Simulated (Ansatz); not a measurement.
Below is a relaxed structure of Ta3N. It was relaxed at this level from a Materials Project cell.

Method: DFT PBE, scalar-relativistic, plane waves, PAW (Ansatz). Cutoff 420 eV, Γ-centred mesh, Gaussian smearing, no spin polarisation.

```xyz
4
Lattice="3.0218 0.0000 0.0000 -1.5109 2.6169 0.0000 0.0000 0.0000 7.5576" Properties=species:S:1:pos:R:3 pbc="T T T"
Ta    0.0000    0.0000    3.7788
Ta    0.0000    1.7446    1.3120
Ta    1.5109    0.8723    6.2456
N     0.0000    0.0000    0.0000
```

The zero of energy is the elements' standard structures at the same level (N₂ as a molecule); no fitted shifts are applied.

Q: What space group does it have?

A: P-3m1 (No. 164). Conventional cell: a = 3.022 Å, c = 7.558 Å. Ta on a site of symmetry -3m is surrounded by 12 Ta at 3.02 Å; around Ta on a site of symmetry 3m lie 3 N at 2.18 Å and 12 Ta at 3.02–3.15 Å; N is surrounded by 6 Ta at 2.18 Å.

Q: What is its formation energy per atom?

A: −0.45 eV/atom.

Q: Is it a metal?

A: Yes, bands cross the Fermi level on the 18×18×6 mesh.

The last run used an 18×18×6 mesh (in the run's order of axes) for its 4-atom cell and Gaussian smearing of 0.10 eV. These runs have no spin–orbit coupling, which can matter for Ta. Symmetry constrained the relaxation, so the result can be a saddle point. Another cell of Ta3N relaxed alike, in R-3m, lies 113 meV/atom lower, so this cell isn't the stable form at this level.
